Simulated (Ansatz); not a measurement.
An ordered 4-atom cell of Sr2TeO on the rocksalt lattice (R-3m), relaxed with r2SCAN, was run in Ansatz under altered settings. All numbers are computed, without spin polarisation but where a row says otherwise.

```yaml
crystal:
  lattice:
    - [2.06883, 1.19444, 7.03545]
    - [-2.06883, 1.19444, 7.03545]
    - [0.00000, -2.38888, 7.03545]
  atoms:
    - { symbol: O, position: [0.00000, 0.00000, 0.00000] }
    - { symbol: Te, position: [0.50000, 0.50000, 0.50000] }
    - { symbol: Sr, position: [0.26816, 0.26816, 0.26816] }
    - { symbol: Sr, position: [0.73184, 0.73184, 0.73184] }
```

The base run's other keys:
```yaml
kpoints:
  mp_grid: { grid: [4, 4, 4] }
hamiltonian:
  xc: hse06
scf:
  occupations: { method: fixed }
  n_extra_bands: 5
```

It takes 15 iterations with 2003 plane waves at 420 eV and 13 k points, and leaves a mean stress of -0.15 GPa. The gap over this mesh is 1.830 eV. It ran on 4 threads of Arm Neoverse N1 (shared host).

Outcomes, with energy and stress as changes against the base:

| setting | outcome | ΔF (meV/atom) | Δ mean stress (GPa) | gap on the mesh (eV) | iterations | wall time |
| --- | --- | --- | --- | --- | --- | --- |
| scf.exx.singularity: wigner_seitz | converged | 0.0 | 0.0 | 1.830 | 15 | 34 s |
| PBE hybrid, exx coeff 0.05, unscreened | converged | – | +0.7 | 1.349 | 11 | 31 s |
| basis.ecutwfc: 500 | converged | -1.2 | 0.0 | 1.830 | 15 | 48 s |

A dash marks a value that wasn't obtained or can't be compared. Stress is positive in compression. The base took 33 s.

- PBE hybrid, exx coeff 0.05, unscreened. That is 5 % exact exchange, at all ranges, against HSE06's 25 % screened at 0.208 1/Å. The mean stress moves by +0.7 GPa and the gap on the mesh by -0.481 eV (to 1.349). Totals of different functionals aren't comparable.
- basis.ecutwfc: 500. 2671 plane waves in place of 2003. The free energy moves by -1.2 meV an atom, the mean stress by 0.0 GPa and the gap on the mesh by 0.000 eV (to 1.830). The base cutoff was converged to that degree.

Within 1 meV an atom, 0.1 GPa and 0.005 eV of the base stay: scf.exx.singularity: wigner_seitz.

Spin-orbit coupling is left out, which matters wherever the heavy atoms make up the band edges.

The stress of a hybrid is loosely converged in these runs.
